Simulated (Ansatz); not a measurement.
Data:

Cs₂TlAsI₆:
```cif
data_As4Cs8I24Tl4
_chemical_formula_sum 'Cs8 Tl4 As4 I24'
_space_group_name_H-M_alt 'Fm-3m'
_space_group_IT_number 225
_space_group_name_Hall '-F 4 2 3'
_cell_length_a 12.05397
_cell_length_b 12.05397
_cell_length_c 12.05397
_cell_angle_alpha 90.000
_cell_angle_beta 90.000
_cell_angle_gamma 90.000
loop_
_atom_site_label
_atom_site_type_symbol
_atom_site_symmetry_multiplicity
_atom_site_Wyckoff_symbol
_atom_site_fract_x
_atom_site_fract_y
_atom_site_fract_z
_atom_site_occupancy
Cs1 Cs 8 c 0.25000 0.25000 0.25000 1
Tl1 Tl 4 b 0.50000 0.50000 0.50000 1
As1 As 4 a 0.00000 0.00000 0.00000 1
I1 I 24 e 0.00000 0.00000 0.23540 1
```
(The calculation used a cell of 10 atoms; values per cell refer to that cell.)

This is the PBEsol-relaxed structure.

Problem. All from the program Ansatz at the PBEsol level (PAW), unless another level is named. Estimate the HSE06 gap on the PBEsol cell.

Solution. 0.94 eV.

Problem. Give the gap with spin–orbit coupling.

Solution. 0.05 eV.

Problem. What about the weight of the conduction-edge state by species (Voronoi cells)?

Solution. I 38 %, As 36 %, Tl 25 %.

Problem. What about the weight of the valence-edge state by species (Voronoi cells)?

Solution. I 66 %, Tl 22 %, As 11 %.

The workflow started from a Materials Project entry (that database holds measured and hypothetical structures alike); the Crystallography Open Database copy checked does not list it. Whether it is the stable phase at ambient conditions was not checked. The cell was relaxed with PBEsol under the symmetry of its start; its stability against distortions is not shown here. Scalar-relativistic: spin–orbit coupling is off unless named, which matters more the heavier the elements.

Potentials: the later of the program's two PAW sets.
